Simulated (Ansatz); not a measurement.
Computed with Ansatz, DFT PBE, scalar-relativistic, plane waves, PAW. Cutoff 420 eV, Γ-centred 10×10×10 mesh (5-atom cell), Gaussian smearing of 0.10 eV, no spin polarisation.

The zero of energy is the elements' standard structures at the same level (F₂ as a molecule); no fitted shifts are applied.

**Question.** Propose a candidate for an orthorhombic metal made of F and Ge, with a formation energy near −1.52 eV/atom and about 22 Å³ per atom, in a cell of 5 atoms. Its symmetry should be Fmmm (No. 69).

**Answer.** Ge2F3, space group Fmmm (No. 69). Ge has 3 F at 2.09–2.13 Å; around F on a site of symmetry mm2 lie 2 Ge at 2.09 Å; F on a site of symmetry mmm has 2 Ge at 2.13 Å.

```yaml
crystal:
  lattice:
    - [0.00000, 3.74671, 5.29096]
    - [2.78564, 0.00000, 5.29096]
    - [2.78564, 3.74671, 0.00000]
  atoms:
    - { symbol: Ge, position: [0.78449, 0.21551, 0.78449] }
    - { symbol: Ge, position: [0.21551, 0.78449, 0.21551] }
    - { symbol: F, position: [0.12594, 0.12594, 0.87406] }
    - { symbol: F, position: [0.87406, 0.87406, 0.12594] }
    - { symbol: F, position: [0.50000, 0.50000, 0.50000] }
```

- Volume per atom: 22.1 Å³
- Density: 3.0 g/cm³
- Formation energy: −1.52 eV/atom
- Gap on the 10×10×10 mesh of the 5-atom cell: 0 eV (a metal)

The cell was found from a structure generator's guess, not taken from experiment. The answer needn't be unique; the calculation gave this one.

Weakly bound directions are ill-defined at this level, which has no dispersion term. An odd number of electrons in the primitive cell allows no gap without spin; a larger cell or a magnetic state could open one. Symmetry constrained the relaxation, so the result can be a saddle point. Another cell of Ge2F3 relaxed alike, in P4mm, lies 40 meV/atom lower, so this cell isn't the stable form at this level.
